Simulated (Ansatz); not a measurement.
Given:

InP:
```cif
data_InP
_chemical_formula_sum 'P1 In1'
_space_group_name_H-M_alt 'P 1'
_space_group_IT_number 1
_cell_length_a 4.17662
_cell_length_b 4.17662
_cell_length_c 4.17662
_cell_angle_alpha 60.000
_cell_angle_beta 60.000
_cell_angle_gamma 60.000
loop_
_space_group_symop_operation_xyz
  'x, y, z'
loop_
_atom_site_label
_atom_site_type_symbol
_atom_site_fract_x
_atom_site_fract_y
_atom_site_fract_z
_atom_site_occupancy
P1 P 0.75000 0.75000 0.75000 1
In1 In 0.00000 0.00000 0.00000 1
```

This is the r²SCAN-relaxed structure.

All from plane-wave PAW r²SCAN (Ansatz code), unless another level is named. Estimate the formation energy from the elements (no fitted shifts).

-0.38 eV/atom.

Give the band gap.

1.03 eV (direct).

And the gap with spin–orbit coupling?

1.00 eV.

Space group F-43m (zinc blende). Symmetry was held in the r²SCAN relaxation. The references are the lowest solids computed at this level, not always the standard phases. Spin–orbit coupling is left out wherever it is not named.

Potentials: the later of the program's two PAW sets.
